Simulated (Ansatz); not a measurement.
Rb (bcc (W type)) was relaxed and computed twice in Ansatz (plane waves, PAW), once with PBE and once with r²SCAN.

```tsv
	run 1	run 2
cell	a = 5.671 Å, b = 5.671 Å, c = 5.671 Å, α = 90.00°, β = 90.00°, γ = 90.00°	a = b = c = 5.7474 Å, α = β = γ = 90.00°
B₀ by P(V) fit (GPa)	2.8	2.6
K_Hill (GPa)	2.8	2.6
G_Hill (GPa)	0.9	0.9
Θ_D (K)	55.1	57.3
```

**Question.** Which run used which functional?

**Answer.** Run 1 is PBE, run 2 is r²SCAN.

All cells were relaxed under the symmetry of their starts (and spin orders); stability against distortions was not tested throughout. Spin–orbit coupling is left out wherever it is not named.

Potentials: the later of the program's two PAW sets.

Ansatz (a first-principles code) is a plane-wave DFT program.
